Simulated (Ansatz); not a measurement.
SiO₂:
```
CELL_PARAMETERS angstrom
      4.19474     0.00000     0.00000
      0.00000     4.19474     0.00000
      0.00000     0.00000     2.67841
ATOMIC_POSITIONS crystal
  Si 0.00000 0.00000 0.00000
  Si 0.50000 0.50000 0.50000
  O  0.30606 0.30606 0.00000
  O  0.80606 0.19394 0.50000
  O  0.19394 0.80606 0.50000
  O  0.69394 0.69394 0.00000
```

Cartesian axes are those of the cell as given.

Q: Give the high-frequency dielectric tensor and the Born effective charge tensors of the independent atoms from DFPT, PBEsol (plane waves, PAW; program Ansatz).

A: 
ε∞:
```
3.43  0.00  0.00
0.00  3.43  0.00
0.00  0.00  3.60
```
Z* of atom 1 (Si), rows: field, columns: displacement, in e:
```
3.82  0.38  0.00
0.38  3.82  0.00
0.00  0.00  4.08
```
Z* of atom 3 (O), rows: field, columns: displacement, in e:
```
-1.91  -0.59   0.00
-0.59  -1.91   0.00
 0.00   0.00  -2.04
```

Space group P4_2/mnm (rutile). This is a known high-pressure phase of the composition, computed here at zero pressure and temperature. The PBEsol relaxation kept the symmetry of its start; whether a distortion lowers the energy is not shown.

Potentials: the later of the program's two PAW sets.
